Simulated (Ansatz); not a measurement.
The elements of this relaxed trial crystal are hidden behind letters.

```
lattice vectors (Å)
  -2.1069    2.1069    8.9400
   2.1069   -2.1069    8.9400
   2.1069    2.1069   -8.9400
fractional positions
X 0.0000 0.0000 0.0000
Z 0.6659 0.6659 0.0000
Z 0.3341 0.3341 0.0000
Q 0.8365 0.8365 0.0000
Q 0.5000 0.5000 0.0000
Q 0.1635 0.1635 0.0000
```

Method: DFT PBE, scalar-relativistic, plane waves, PAW (Ansatz). Settings of the last relaxation (6-atom cell): 420 eV, 12×12×12 k points, Gaussian smearing of 0.01 eV, no spin polarisation.

```
Space group                                 : I4/mmm (No. 139)
Conventional cell                           : a = 4.214 Å, c = 17.880 Å
Volume per atom                             : 26.46 Å³
Density                                     : 6.58 g/cm³
Energy over the elements                    : −0.500 eV/atom
Gap on the 12×12×12 mesh of the 6-atom cell : 0.07 eV
```

Energies are uncorrected and count from the elements' standard states at the same level.

Question: X is a p-block element of period 5, Z is a p-block element of period 6 and Q is a p-block element of period 3. Which elements are they?

Answer: X = Sn, Z = Pb, Q = S, so the formula is SnPb2S3. Density times volume gives a mean mass of 6.58 × 26.46/1.6605 = 104.9 u per atom, and this set has 104.9 u. Sn is surrounded by 6 S at 2.92–2.98 Å; Pb is surrounded by 6 S at 2.97–3.05 Å; S on a site of symmetry 4mm has 1 Sn at 2.92 Å and 5 Pb at 2.98–3.05 Å; 1 more site not described. Other sets within the hints have nearly the same mass, so mass alone doesn't settle it; this one was computed.

Spin–orbit coupling, which can matter for Pb, is left out. A structure relaxed within its symmetry needn't be a true minimum.
